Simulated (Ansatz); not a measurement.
Here is the system:

ZrSiO:
```
CELL_PARAMETERS angstrom
      3.31281     0.00000     0.00000
      0.00000     3.31281     0.00000
      0.00000     0.00000     7.32155
ATOMIC_POSITIONS crystal
  Zr 0.00000 0.50000 0.69068
  Zr 0.50000 0.00000 0.30932
  Si 0.50000 0.50000 0.00000
  Si 0.00000 0.00000 0.00000
  O  0.00000 0.50000 0.38960
  O  0.50000 0.00000 0.61040
```

This is the PBE-relaxed structure.

Question: All from PBE (plane waves, PAW; program Ansatz), unless another level is named. Estimate the electronic character.

Answer: metallic (no gap).

Question: Next, the density of states at the Fermi level?

Answer: 0.11 states/eV per atom (mean over ±0.08 eV).

Question: What about the gap with spin–orbit coupling?

Answer: none (metallic).

Space group P4/nmm. The workflow started from a Materials Project entry (that database holds measured and hypothetical structures alike); the Crystallography Open Database copy checked does not list it. Whether it is the stable phase at ambient conditions was not checked. Symmetry was held in the PBE relaxation; its stability against distortions is not shown here. No spin polarisation was allowed. Scalar-relativistic: spin–orbit coupling is off unless named, which matters more the heavier the elements.

Potentials: the later of the program's two PAW sets.
